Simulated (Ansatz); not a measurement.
Cu Kα1 powder pattern (kinematic, no thermal factors).
```csv
2θ (°),relative intensity
16.18,9
20.30,86
24.38,38
26.07,9
28.86,100
30.02,30
31.93,14
32.70,28
33.26,7
38.13,48
38.80,21
41.27,38
42.13,12
44.17,49
44.61,3
46.35,3
46.41,20
48.52,24
49.47,3
49.96,2
51.09,1
53.11,7
53.63,28
57.93,13
58.73,5
59.04,5
59.79,13
60.45,4
62.39,1
63.10,5
63.78,2
63.83,4
65.55,10
66.74,3
67.03,14
67.73,17
68.34,6
68.54,2
69.40,2
69.84,13
70.17,2
73.16,14
73.59,3
74.57,11
76.02,5
77.27,19
78.23,6
78.89,4
81.58,2
83.25,4
84.06,2
88.05,4
88.72,3
88.99,7
89.47,1
89.64,4
```

The pattern is computed from a structure relaxed with Ansatz, DFT PBE, scalar-relativistic, plane waves, PAW. No spin polarisation. Its elements are Bi, S, Sb, Te.

**Question.** Give the structure.

**Answer.** BiSbTe2S.
Space group P4/mmm (No. 123). a = 4.371 Å, b = 4.371 Å, c = 10.944 Å, α = 90.00°, β = 90.00°, γ = 90.00°
```json
{"atom": "Sb", "site": "1b", "symmetry": "4/mmm", "x": "0.0000", "y": "0.0000", "z": "0.5000"}
{"atom": "Bi", "site": "1d", "symmetry": "4/mmm", "x": "0.5000", "y": "0.5000", "z": "0.5000"}
{"atom": "Te", "site": "2h", "symmetry": "4mm", "x": "0.5000", "y": "0.5000", "z": "0.2193"}
{"atom": "S", "site": "1c", "symmetry": "4/mmm", "x": "0.5000", "y": "0.5000", "z": "0.0000"}
```

A pattern alone doesn't exclude other cells with like lines; this is the one computed.

Another cell of BiSbTe2S relaxed alike, in P3m1, lies 0.46 eV/atom lower, so this cell isn't the stable form at this level.

The structure comes from a generated guess; another structure or a mixture of phases may lie lower.
